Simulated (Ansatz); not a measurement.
Values for one crystal, relaxed and computed with DFT-PBEsol in the program Ansatz with PAW potentials; other levels are named.

* **Volume per atom**: 21.88 Å³
* **Electronic character**: metallic (no gap)
* **Bulk modulus (Birch–Murnaghan fit)**: 191 GPa
* **Gap with spin–orbit coupling**: none (metallic)
* **Mechanical stability**: unstable (C has a negative eigenvalue)
* **Highest zone-centre frequency**: 211 cm^-1
* **Pressure derivative B′**: 4.2

Q: Pick the material that matches.
A) Re, diamond
B) Ag, diamond
C) Al, diamond
D) Sn, diamond

A: A, Re, diamond

Space group Fd-3m (diamond). The start of the workflow was typed in or built on a structure type; neither database checked (COD, Materials Project) lists it. It is not the phase usual at ambient conditions (space group No. 194). Symmetry was held in the PBEsol relaxation. No spin polarisation was allowed. As this level gives no gap, phonon frequencies hold no LO–TO term and depend on the k-mesh and smearing (Fermi–Dirac, 0.1 eV here). Scalar-relativistic: spin–orbit coupling is off unless named, which matters more the heavier the elements.

Potentials: the later of the program's two PAW sets.
